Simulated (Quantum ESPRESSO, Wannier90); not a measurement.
## GeSe₂ (I-42d), plane waves to Wannier functions

```xyz
6
Lattice="5.9366 0.0000 0.0000 0.0000 5.9366 0.0000 -2.9683 -2.9683 4.7857" Properties=species:S:1:pos:R:3 pbc="T T T"
Ge     0.0000    -2.9683     2.3928
Ge     0.0000     0.0000     0.0000
Se    -1.4842    -1.4127    -1.1964
Se    -1.4127     1.4842     1.1964
Se     1.4842     1.4127    -1.1964
Se     1.4127    -1.4842     1.1964
```

Structure: Materials Project mp-10074, symmetrised, not relaxed again. Not found in the COD (Crystallography Open Database) copy used; not checked further. Computed values, not measurements, from PBEsol: Quantum ESPRESSO (norm-conserving PseudoDojo potentials, cutoff 69 Ry, no spin polarisation, no spin-orbit coupling) on a Γ-centred 4×4×4 mesh, then Wannier90. Density: 6×6×6 mesh, cold smearing 0.01 Ry. Spin-orbit coupling, left out, would split the p-like bands by a few tenths of an eV.

A tight-binding model is made by disentanglement and projection with no localisation steps (num_iter = 0), so the 24 orbitals stay atom-like: hydrogen-like Ge: s;p; Se: s;p, axes along x, y, z; frozen window up to 3.08 eV relative to the valence-band maximum. It follows pw.x to 2.9 meV rms for states up to 2.6 eV relative to the valence-band maximum. Matrix elements depend on this choice of orbitals and windows.

Problem. What are the on-site energies relative to the valence-band maximum, and how fast do the hoppings decay?

Solution. 
```tsv
atom	orbitals	energy (eV)
Ge1	s	-5.52
Ge1	pz	1.52
Ge1	px py	1.78
Ge2	s	-5.52
Ge2	pz	1.52
Ge2	px py	1.78
Se3	s	-11.00
Se3	pz	-0.61
Se3	px	-0.59
Se3	py	-0.71
Se4	s	-11.00
Se4	pz	-0.61
Se4	px	-0.72
Se4	py	-0.59
Se5	s	-11.00
Se5	pz	-0.61
Se5	px	-0.59
Se5	py	-0.72
Se6	s	-11.00
Se6	pz	-0.61
Se6	px	-0.71
Se6	py	-0.59
```

| distance of the centres (Å) | largest modulus (eV) |
|---|---|
| 2–3 | 1.6 |
| 3–4 | 0.39 |
| 4–5 | 0.27 |
| 5–6 | 0.11 |
| 6–7 | 0.054 |
| 7–8 | 0.038 |
| 8–9 | 0.021 |
